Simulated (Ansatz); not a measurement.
Space group Fd-3m:1 (No. 227). a = 7.542 Å, b = 7.542 Å, c = 7.542 Å, α = 90.00°, β = 90.00°, γ = 90.00°
| atom | site | symmetry | x | y | z |
| --- | --- | --- | --- | --- | --- |
| Hf | 8a | -43m | 0.5000 | 0.0000 | 0.5000 |
| W | 16d | .-3m | 0.1250 | 0.6250 | 0.1250 |

Equation of state of this HfW$_{2}$ structure (not necessarily the ground state), with shape and atoms relaxed at each volume where symmetry leaves them free. It has no gap at any of these volumes. Theory: DFT PBEsol, scalar-relativistic, plane waves, PAW (Ansatz 0.2.0).

Cutoff 420 eV; k points 8×8×8 on the computed 6-atom cell (Γ-centred); Gaussian smearing, width 0.10 eV; no spin polarisation.

| V (Å³/atom) | E − E(largest V) (meV/atom) | P (GPa) |
| --- | --- | --- |
| 16.801 | 9.00 | 16.20 |
| 17.337 | -30.21 | 7.50 |
| 17.873 | -42.46 | 0.00 |
| 18.409 | -31.36 | -6.50 |
| 18.945 | 0.00 | -12.14 |

Q: Fit a third-order Birch–Murnaghan equation to E(V).

A: V0 = 17.87 Å³/atom, B0 = 232 GPa, B0' = 3.8.

Spin-orbit coupling is left out, which matters for the bands of heavy elements.